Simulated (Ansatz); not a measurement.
BP:
```cif
data_B4P4
_chemical_formula_sum 'P4 B4'
_space_group_name_H-M_alt 'F-43m'
_space_group_IT_number 216
_space_group_name_Hall 'F -4 2 3'
_cell_length_a 4.53664
_cell_length_b 4.53664
_cell_length_c 4.53664
_cell_angle_alpha 90.000
_cell_angle_beta 90.000
_cell_angle_gamma 90.000
loop_
_atom_site_label
_atom_site_type_symbol
_atom_site_symmetry_multiplicity
_atom_site_Wyckoff_symbol
_atom_site_fract_x
_atom_site_fract_y
_atom_site_fract_z
_atom_site_occupancy
P1 P 4 c 0.25000 0.25000 0.25000 1
B1 B 4 a 0.00000 0.00000 0.00000 1
```
(The calculation used a cell of 2 atoms; values per cell refer to that cell.)

Relaxed with r²SCAN. Independent-particle spectrum: no excitons, no local fields, no scissors shift; 0.1 eV broadening; ε₁ of the summed bands alone.

**Question.** Tabulate the dielectric function from plane-wave PAW r²SCAN (Ansatz code).

**Answer.** 

| E (eV) | ε₁ xx | ε₂ xx |
|---|---|---|
| 0.0 | 8.79 | 0.00 |
| 0.5 | 8.84 | 0.00 |
| 1.0 | 8.99 | 0.00 |
| 1.5 | 9.27 | 0.00 |
| 2.0 | 9.71 | 0.00 |
| 2.5 | 10.37 | 0.00 |
| 3.0 | 11.44 | 0.00 |
| 3.5 | 13.78 | 0.08 |
| 4.0 | 15.07 | 3.51 |
| 4.5 | 15.62 | 5.21 |
| 5.0 | 17.05 | 7.41 |
| 5.5 | 19.65 | 11.00 |
| 6.0 | 27.93 | 25.38 |
| 6.5 | -11.63 | 29.21 |
| 7.0 | -9.04 | 17.34 |
| 7.5 | -7.88 | 11.31 |
| 8.0 | -6.41 | 8.56 |
| 8.5 | -5.82 | 7.14 |
| 9.0 | -5.30 | 5.84 |
| 9.5 | -4.87 | 4.68 |
| 10.0 | -4.40 | 3.68 |
| 10.5 | -3.78 | 2.94 |
| 11.0 | -3.23 | 2.62 |
| 11.5 | -2.90 | 2.42 |
| 12.0 | -2.69 | 1.92 |

**Question.** From ε at 5.1 eV (xx: 17.40 + 8.00i), find n, k, the normal reflectivity and the absorption coefficient.

**Answer.** n = 4.27, k = 0.936, R = 40 %, α = 2kE/ħc = 480000 cm⁻¹.

With all bands, ε∞ without local fields is 8.81. DFPT, with local fields, gives 8.74.

Symmetry was held in the r²SCAN relaxation; phonons on a q-mesh show no instability.

Potentials: the later of the program's two PAW sets.
